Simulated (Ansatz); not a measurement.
La$_{3}$In, DFT, PBEsol, PAW with Ansatz's default frozen-core files, scalar-relativistic (Ansatz 0.2.0), run on 1 thread of Arm Neoverse V1 on a shared host.

The geometry is COD entry 1538828, unchecked; take it as a test cell. The listed cell was then made from it by scaling, straining or moving an atom.

Command: `ansatz run input.yaml --threads 1 --pin off --max-ram 4096MiB --backend cpu --events-out ev --progress --plain --runs-dir out`

```yaml
crystal:
  lattice:
    - [5.1523208322, 0.0, 0.0]
    - [0.0, 5.1523208322, 0.0]
    - [0.0, 0.0, 5.1523208322]
  atoms:
    - { symbol: La, position: [0.0, 0.5, 0.5] }
    - { symbol: La, position: [0.5, 0.0, 0.5] }
    - { symbol: La, position: [0.5, 0.5, 0.0] }
    - { symbol: In, position: [0.0, 0.0, 0.0] }
kpoints:
  mp_grid: { grid: [7, 7, 7] }
scf:
  occupations: { method: fermi_dirac, width: 0.05 }
hamiltonian:
  xc: pbesol
  pseudopotentials: { kind: paw }
output:
  forces: true
  stress: true
  eigenvalues: true
  efg: { contact_densities: true }
  write_density: true
  write_potential: true
  elf: true
  volumetric_format: npy
```

(1) How large is the problem that the program sets up?

(2) Estimate the wall time and the peak memory.

(3) And the same cell and mesh by all-electron PAW (datasets made for this crystal), asked for forces, stress, eigenvalues, efg, on the same hardware?

## Answers

(1) 20 irreducible k-points, 2721 plane waves at Γ, 28 bands.

(2) 11 s of wall time for 7 SCF iterations, with a peak of 0.5 GiB. Times on shared machines scatter by tens of per cent.

(3) 30 s, peak memory 0.69 GiB.
